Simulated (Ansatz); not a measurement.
## Compressing Pd: a fit and a missing row

Pd, Fm-3m, a = 3.875 Å. Ansatz: PBEsol, PAW, 420 eV, Γ-centred 18×18×18 mesh on 1 atom, Gaussian smearing 0.10 eV; no spin polarisation. Symmetry fixes shape and atoms, so the cell is only scaled; pressure is positive in compression.

```tsv
V (Å³/atom)	P (GPa)
13.673	?
14.110	6.78
14.546	0.01
14.982	-5.58
15.419	-10.16
```

Q: Take V0 = 14.546 Å³/atom, count pressures from its P0 = 0.01 GPa, fit the third-order Birch–Murnaghan form to the other rows, and predict the missing pressure.

A: With the Eulerian strain f = ½[(V0/V)^(2/3) − 1] and y = (P − P0)/[3f(1 + 2f)^(5/2)], the form is the line y = B0 + 1.5 B0 (B0′ − 4) f. Rows (f, y): 0.01025, 209.3; -0.00975, 200.8; -0.01906, 196.0. Means f = -0.006187, y = 202.03; Σ(Δf)² = 0.0004486, ΣΔfΔy = 0.2015; the slope is their ratio. y = 204.8 + 449.2 f GPa, so B0 = 204.8 GPa and B0′ = 4 + 2 × (449.2)/(3 × 204.8) = 5.46. At V = 13.673, f = 0.02106, y = 214.26 and P = 15.02 GPa. The run gave 14.98 GPa, so the fit is 0.04 GPa too high, a small miss on the scale of the series. The form still works here, 33 % of the fitted range beyond its end.